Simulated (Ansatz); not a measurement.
Energies of structures of Pb at several levels, each column relative to the first row (Fm-3m, cF4, fcc (Cu type)), in eV/atom. Geometries are relaxed with PBEsol (plane waves to 420 eV, PAW, scalar-relativistic; Ansatz, a program for electronic structure) unless a column says relaxed; all runs are Ansatz, PAW (cutoffs: r2SCAN on this geometry 500 eV). Columns compare only within themselves.

```
structure                  PBEsol  r2SCAN on this geometry
-------------------------  ------  -----------------------
Fm-3m, cF4, fcc (Cu type)    0.00                     0.00
Im-3m, cI2, bcc (W type)    +0.04                      [?]
Fd-3m, cF8, diamond type    +0.33                      [?]
```

Question: Fill in the missing entries.

Answer: 
- Im-3m, cI2, bcc (W type), r2SCAN on this geometry: +0.04
- Fd-3m, cF8, diamond type, r2SCAN on this geometry: +0.18

At r2SCAN on this geometry the lowest of those computed is still Fm-3m, cF4, fcc (Cu type).

Each run could gain symmetry but not lose that of its start, so entries can be saddle points. From databases, or of a type measured for this composition: Fm-3m, cF4, fcc (Cu type); Im-3m, cI2, bcc (W type); the others are generated cells (placed on structure types, drawn at random, substituted or restacked) that were not matched to a known phase here. Static energies at zero pressure. The runs use different k-meshes, so differences are rounded accordingly. No spin polarisation in the result.
